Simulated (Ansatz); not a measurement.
SiB₆:
```cif
data_B36Si6
_chemical_formula_sum 'B36 Si6'
_space_group_name_H-M_alt 'R-3m :H'
_space_group_IT_number 166
_space_group_name_Hall '-R 3 2"'
_cell_length_a 6.07387
_cell_length_b 6.07387
_cell_length_c 12.15161
_cell_angle_alpha 90.000
_cell_angle_beta 90.000
_cell_angle_gamma 120.000
loop_
_atom_site_label
_atom_site_type_symbol
_atom_site_symmetry_multiplicity
_atom_site_Wyckoff_symbol
_atom_site_fract_x
_atom_site_fract_y
_atom_site_fract_z
_atom_site_occupancy
B1 B 18 h 0.20957 0.10478 0.11831 1
B2 B 18 h 0.15068 0.30136 0.02627 1
Si1 Si 6 c 0.00000 0.00000 0.40527 1
```
(The calculation used a cell of 14 atoms; values per cell refer to that cell.)

This is the r²SCAN-relaxed structure.

### Question
All from plane-wave PAW r²SCAN (Ansatz code), unless another level is named. Give the electronic character.

### Answer
metallic (no gap).

### Question
Next, the formation energy from the elements (no fitted shifts)?

### Answer
0.051 eV/atom.

### Question
Next, the density of states at the Fermi level?

### Answer
0.40 states/eV per atom (mean over ±0.08 eV).

The start of the workflow was typed in or built on a structure type; neither database checked (COD, Materials Project) lists it. COD files the formula under space group No. 221, so this cell is another polymorph or a model. Its standing as an ambient phase is unchecked. The cell was relaxed with r²SCAN under the symmetry of its start; its stability against distortions is not shown here. The volume moved by 18 % from the start of the relaxation. The references are the lowest solids computed at this level, not always the standard phases.

Potentials: the earlier of the program's two PAW sets.
